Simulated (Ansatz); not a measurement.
The start is a relaxed Bi cell displaced along its unstable phonon at q = (½, ½, ½) of its primitive reciprocal cell (130i cm⁻¹), largest move 0.15 Å. The structure is fully relaxed (lattice and positions, P = 0) with r2SCAN (plane waves to 500 eV, PAW, scalar-relativistic; Ansatz, a quantum-chemistry and plane-wave program). The first steps use a coarse 10×10×10 k-mesh.

Input geometry:
```
Bi
1.0
    4.60184     2.65687     3.75603
    0.00000     2.65687     3.75603
    2.30092    -1.32844     3.75603
Bi
2
Direct
  0.73669   0.52662   0.52662
  0.26331   0.47338   0.47338
```

- Largest initial force = 0.05 eV/Å, on Bi1, Bi2 (atoms numbered as listed)
- Energy released = 0.02 eV/atom
- Volume change = +6.6 %, from 34.44 to 36.73 Å³/atom
- Relative to the parent = It does not go back: it reaches R-3m (No. 166), AFLOW prototype A_hR2_166_c (A7, as in As), 0.06 eV/atom below the parent
- Shortest distances (start → end) = The closest pairs of elements (up to four, under 3.6 Å), start → end: Bi–Bi 3.09 → 3.07 Å
- Band gap at the end = zero (metallic)
- Optimiser moves = 6

Final structure:

```cif
data_Bi6
_chemical_formula_sum 'Bi6'
_space_group_name_H-M_alt 'R-3m :H'
_space_group_IT_number 166
_space_group_name_Hall '-R 3 2"'
_cell_length_a 4.53518
_cell_length_b 4.53518
_cell_length_c 12.37080
_cell_angle_alpha 90.000
_cell_angle_beta 90.000
_cell_angle_gamma 120.000
loop_
_atom_site_label
_atom_site_type_symbol
_atom_site_symmetry_multiplicity
_atom_site_Wyckoff_symbol
_atom_site_fract_x
_atom_site_fract_y
_atom_site_fract_z
_atom_site_occupancy
Bi1 Bi 6 c 0.00000 0.00000 0.26830 1
```
(The calculation used a cell of 2 atoms; values per cell refer to that cell.)

Final values are on a 12×12×12 k-mesh of the relaxed cell. No spin polarisation in the result.

The run could not lose the symmetry of its start.

Of the parent cell (Pm-3m (No. 221)): it is a generated cell of Bi: the first start was made by placing the elements on the sites of a structure type, and the end was not matched to a known phase here, so it may be hypothetical. Known forms of Bi include space group No. 166.
